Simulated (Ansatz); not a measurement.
Relaxed PbS (rock salt):

```
PbS
1.0
    0.00000     6.00904     6.00904
    3.00452     3.00452     6.00904
    3.00452     3.00452     0.00000
S Pb
2 2
Cartesian
  0.00000   0.00000   0.00000
  3.00452   6.00904   9.01356
  3.00452   9.01356   9.01356
  3.00452   6.00904   6.00904
```

The atoms are displaced by Q × the pattern below (from a DFPT mode at X = (0.5, 0.5, 0.0), largest move 1; Q in Å), at fixed cell. It is one choice among 2 degenerate patterns. (q is in reciprocal vectors of the primitive cell; the cell shown is doubled to hold the pattern.)

| atom | x | y | z |
|---|---|---|---|
| S1 | 0.000 | 0.076 | 0.000 |
| S2 | 0.000 | -0.076 | 0.000 |
| Pb3 | 0.000 | 1.000 | 0.000 |
| Pb4 | 0.000 | -1.000 | 0.000 |

Level of theory: PBE (plane waves to 420 eV, PAW, scalar-relativistic; Ansatz, an electronic-structure program). k mesh 10×10×10 (Γ-centred), Fermi-Dirac smearing 0.05 eV. PbS was relaxed with its symmetry unable to fall. Spin-orbit coupling is left out, though Pb is heavy. The PAW data are Ansatz's earlier set.

At one point of the scan the forces (eV/Å) are:

```tsv
atom	Fx	Fy	Fz
S1	0.000	0.045	0.000
S2	0.000	-0.045	0.000
Pb3	0.000	0.200	0.000
Pb4	0.000	-0.200	0.000
```

### Question
Which point is it?
A. Q = -0.180 Å
B. Q = -0.150 Å
C. Q = -0.030 Å
D. Q = -0.090 Å

### Answer
B, Q = -0.150 Å

(For displaced atoms, the force is minus the slope of the energy, and its curvature is a force constant, which sets phonon frequencies.)
